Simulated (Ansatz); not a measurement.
Relaxed-ion elastic tensor of Cr (bcc (W type), Im-3m) in GPa (Voigt order), PBEsol in the plane-wave PAW code Ansatz; density 7.75 g/cm³, 11.14 Å³ per atom.

|  | 1 | 2 | 3 | 4 | 5 | 6 |
|---|---|---|---|---|---|---|
| 1 | 534 | 156 | 156 | 0.0 | 0.0 | 0.0 |
| 2 | 156 | 534 | 156 | 0.0 | 0.0 | 0.0 |
| 3 | 156 | 156 | 534 | 0.0 | 0.0 | 0.0 |
| 4 | 0.0 | 0.0 | 0.0 | 105 | 0.0 | 0.0 |
| 5 | 0.0 | 0.0 | 0.0 | 0.0 | 105 | 0.0 |
| 6 | 0.0 | 0.0 | 0.0 | 0.0 | 0.0 | 105 |

Is the crystal mechanically stable?

Yes: the smallest eigenvalue of C is 105 GPa.

Work out the Voigt, Reuss and Hill averages.

K_V = 282, K_R = 282, K_H = 282; G_V = 139, G_R = 128, G_H = 133 GPa.

Give Young's modulus, Poisson's ratio, Pugh's ratio and the universal anisotropy index.

E = 9KG/(3K + G) = 346 GPa; ν = 0.30; K/G = 2.11 (ductile by the Pugh limit of 1.75); A_U = 5G_V/G_R + K_V/K_R − 6 = 0.42.

Estimate the sound speeds and the Debye temperature.

v_l = √((K + 4G/3)/ρ) = 7700 m/s, v_t = √(G/ρ) = 4150 m/s, mean 4630 m/s; Θ = (h/k)(3n/4πV)^(1/3) v_m = 617 K.

Give the Zener ratio and Young's modulus along [100], [110] and [111].

A = 2C44/(C11 − C12) = 0.56; 1/E = S11 − 2(S11 − S12 − S44/2)Γ with Γ = 0, 1/4, 1/3 gives 464, 312, 281 GPa.

Symmetry was held in the PBEsol relaxation. The workflow began spin-polarised and lost its moments. Textbook magnetic order: a spin-density-wave antiferromagnet. As this level gives no gap, shear constants depend on the k-mesh and smearing (Fermi–Dirac, 0.1 eV here).

Potentials: the later of the program's two PAW sets.
